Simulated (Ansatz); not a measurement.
Consider the following.

GeSe:
```cif
data_GeSe
_chemical_formula_sum 'Se1 Ge1'
_space_group_name_H-M_alt 'P 1'
_space_group_IT_number 1
_cell_length_a 4.49030
_cell_length_b 4.49030
_cell_length_c 4.49030
_cell_angle_alpha 60.000
_cell_angle_beta 60.000
_cell_angle_gamma 60.000
loop_
_space_group_symop_operation_xyz
  'x, y, z'
loop_
_atom_site_label
_atom_site_type_symbol
_atom_site_fract_x
_atom_site_fract_y
_atom_site_fract_z
_atom_site_occupancy
Se1 Se 0.25000 0.25000 0.25000 1
Ge1 Ge 0.00000 0.00000 0.00000 1
```

This is the PBE-relaxed structure.

**Question.** All from DFT-PBE in the program Ansatz with PAW potentials, unless another level is named. Predict the electronic character.

**Answer.** metallic (no gap).

**Question.** And the density of states at the Fermi level?

**Answer.** 0.08 states/eV per atom (mean over ±0.08 eV).

**Question.** Next, the formation energy from the elements (no fitted shifts)?

**Answer.** 0.011 eV/atom.

Space group F-43m (zinc blende). The cell is a constructed one: a structure type filled with these elements; neither database checked (COD, Materials Project) lists it. It is not the phase usual at ambient conditions (space group No. 62). Symmetry was held in the PBE relaxation; whether a distortion lowers the energy is not shown. The references are the lowest solids computed at this level, not always the standard phases. Spin–orbit coupling is left out wherever it is not named.

Potentials: the later of the program's two PAW sets.
